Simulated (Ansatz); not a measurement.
Ga:
```
CELL_PARAMETERS angstrom
      2.29025    -3.87133     0.00000
      2.29025     3.87133     0.00000
      0.00000     0.00000     4.58333
ATOMIC_POSITIONS crystal
  Ga 0.65633 0.34367 0.41766
  Ga 0.34367 0.65633 0.58234
  Ga 0.84367 0.15633 0.91766
  Ga 0.15633 0.84367 0.08234
```

Relaxed with PBE. Special points in fractions of this cell's reciprocal vectors: Γ (0.000, 0.000, 0.000); Y (-0.500, 0.500, 0.000); C0 (-0.337, 0.663, 0.000); Σ0 (0.337, 0.337, 0.000); Z (0.000, 0.000, 0.500); A0 (0.337, 0.337, 0.500); E0 (-0.337, 0.663, 0.500); T (-0.500, 0.500, 0.500); S (0.000, 0.500, 0.000); R (0.000, 0.500, 0.500).

Problem. List the band energies nearest the Fermi level at these points for the program Ansatz at the PBE level (PAW).

Solution. In eV from the Fermi level; about four levels below and three above (degenerate sets whole), none deeper than 8.9 eV; points with the same levels are listed once.

```
k                     below                above
--  -----------------------  -------------------
Γ   -3.62 -1.85 -1.63 -0.62       0.91 0.94 1.15
Y   -4.18 -3.11 -1.76 -1.44       1.14 1.30 3.16
C0  -1.09 -0.99 -0.18 -0.17       0.97 2.08 2.71
Z               -0.33 -0.33  0.05 0.05 0.10 0.10
A0  -5.91 -5.91 -3.41 -3.41  3.97 3.97 4.97 4.97
T   -1.17 -1.17 -0.92 -0.92  6.47 6.47 7.62 7.62
S   -3.39 -3.39 -1.26 -1.26  0.75 0.75 4.01 4.01
R   -6.08 -6.08 -1.42 -1.42  0.55 0.55 6.94 6.94
```

Space group Cmce (α-Ga). The PBE relaxation kept the symmetry of its start. Scalar-relativistic: spin–orbit coupling is off unless named, which matters more the heavier the elements.

Potentials: the later of the program's two PAW sets.
